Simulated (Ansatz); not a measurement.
Ideal shear of a crystal plane in Ti

Theory: Ansatz 0.2.0, DFT PBEsol, scalar-relativistic, plane waves, PAW. The runs took a 420 eV cutoff, a Γ-centred 19×19×4 mesh and Gaussian smearing (0.15 eV). No spin polarisation. Energies are free energies at this smearing, counted from the undisturbed cell; pressure is positive in compression.

Reference structure (as given, not relaxed at this level; it stands at -0.3 GPa; this fcc form isn't the usual structure):

```
Ti
1.0
     2.03000   -2.03000    0.00000
     2.03000    0.00000   -2.03000
     8.12000    8.12000    8.12000
Ti
6
Direct
  0.66667 0.66667 0.08332
  0.00000 0.00000 0.91665
  0.33333 0.33333 0.24998
  0.66667 0.66667 0.58332
  0.00000 0.00000 0.41665
  0.33333 0.33333 0.74998
```

The cut lies on the cell's a–b face, a (1 1 1) plane (indices in the standard cell, whose axes needn't be the Cartesian ones shown) of area 7.14 Å², between layers 2.34 Å apart. Vector c is tilted by f times 1·a + 1·b (length 4.972 Å) with the atoms' Cartesian places fixed: one unrelaxed fault a cell. The traction is dγ/du, the slope of γ against the slip u in Å.

| f | γ (mJ/m²) | traction (GPa) |
| --- | --- | --- |
| 0.0000 | 0 | 0.0 |
| 0.0833 | 87 | 3.9 |
| 0.1667 | 294 | 5.9 |
| 0.2500 | 571 | 6.9 |
| 0.3333 | 747 | 0.0 |
| 0.4167 | 540 | -8.6 |
| 0.5000 | 191 | -7.3 |
| 0.5833 | -64 | -4.7 |
| 0.6667 | -163 | 0.0 |
| 0.7500 | -82 | 3.4 |
| 0.8333 | 56 | 2.4 |
| 0.9167 | 63 | -1.9 |

Problem. Read off the first barrier and the stress needed to climb it, and compare with Frenkel's sinusoid.

Solution. The first sampled maximum lies at f = 0.333, a slip of 1.66 Å, with γ ≈ 747 mJ/m², which stands in for the unstable fault energy γ_us, and the steepest sampled slope before it is 6.9 GPa. A sinusoid γ = γ_us sin²(πu/λ) with its maximum there has λ = 3.31 Å and a largest slope πγ_us/λ = 7.1 GPa (1 mJ/m² per Å = 0.01 GPa). The stand-in is too high: a rotation axis of order three or more passes through this point, so the curvature is the same in every direction of the plane and the point is a peak of the γ-surface, which slip goes round.

Problem. Is there a metastable fault on this line?

Solution. The samples dip to a local minimum of -163 mJ/m² at f = 0.667. It lies at or under the start, so the start isn't the lowest stacking here: the two are rival polytypes. Between this point and the perfect stacking at f = 1 the samples rise only to 63 mJ/m², so slip in the opposite sense meets a far lower barrier than the first maximum.

The cut is rigid; relaxing the faces lowers these energies and usually the stresses.

In a metal these slopes depend on the k mesh and the smearing.